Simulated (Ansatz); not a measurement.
NbIr:
```
NbIr
1.0
    0.00000     2.63570     2.63570
    2.63570     0.00000     2.63570
    2.63570     2.63570     0.00000
Ir Nb
1 1
Cartesian
  0.00000   0.00000   0.00000
  2.63570   2.63570   2.63570
```

Relaxed with PBE. Special points in fractions of this cell's reciprocal vectors: Γ (0.000, 0.000, 0.000); X (0.500, 0.000, 0.500); U (0.625, 0.250, 0.625); K (0.375, 0.375, 0.750); L (0.500, 0.500, 0.500); W (0.500, 0.250, 0.750).

Problem. List the band energies nearest the Fermi level at these points for plane-wave PAW PBE (Ansatz code).

Solution. In eV from the Fermi level; about four levels below and three above (degenerate sets whole), none deeper than 8.9 eV; points with the same levels are listed once.

| k | below | above |
|---|---|---|
| Γ | -5.06 -5.06 -4.51 -4.51 -4.51 | 2.84 2.84 2.84 |
| X | -3.63 -1.54 -1.54 -0.58 | 1.57 1.57 2.96 |
| U | -3.85 -3.55 -3.06 -1.92 | 0.24 1.36 1.37 |
| L | -1.86 -1.86 -1.17 -1.17 -0.66 | 0.98 0.98 2.85 |
| W | -4.06 -2.36 -1.52 -0.51 | 1.20 1.20 1.52 |

Space group Fm-3m (rock salt). The start of the workflow was typed in or built on a structure type; neither database checked (COD, Materials Project) lists it. COD files the formula under space group No. 123. Its standing as an ambient phase is unchecked. Symmetry was held in the PBE relaxation; its stability against distortions is not shown here. No spin polarisation was allowed. Spin–orbit coupling is left out wherever it is not named.

Potentials: the later of the program's two PAW sets.
